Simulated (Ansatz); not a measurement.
HfSi in space group Pnma (No. 62; Si on 4c, Hf on 4c) at seven volumes, the program Ansatz at the PBEsol level (PAW), shape and atoms relaxed at each. One row is withheld.

```tsv
V (Å³/atom)	P (GPa)
15.174	?
15.675	11.18
16.175	5.16
16.675	0.00
17.175	-4.42
17.676	-8.21
18.176	-11.44
```

Question: Fit the shown pressures and predict the withheld one.

Answer: Third-order Birch–Murnaghan: P = (3/2)B₀(x^(7/2) − x^(5/2))[1 + (3/4)(B′ − 4)(x − 1)] with x = (V₀/V)^(2/3). Least squares on the six rows gives V₀ = 16.675 Å³/atom, B₀ = 158.9 GPa, B′ = 4.18. At V = 15.174, x = 1.0649 and P = 18.26 GPa. The run itself gave 18.21 GPa.

The workflow started from an entry of the Crystallography Open Database (COD). Whether it is the stable phase at ambient conditions was not checked. The PBEsol relaxation kept the symmetry of its start; its stability against distortions is not shown here. No spin polarisation was allowed. Scalar-relativistic: spin–orbit coupling is off unless named, which matters more the heavier the elements.

Potentials: the later of the program's two PAW sets.
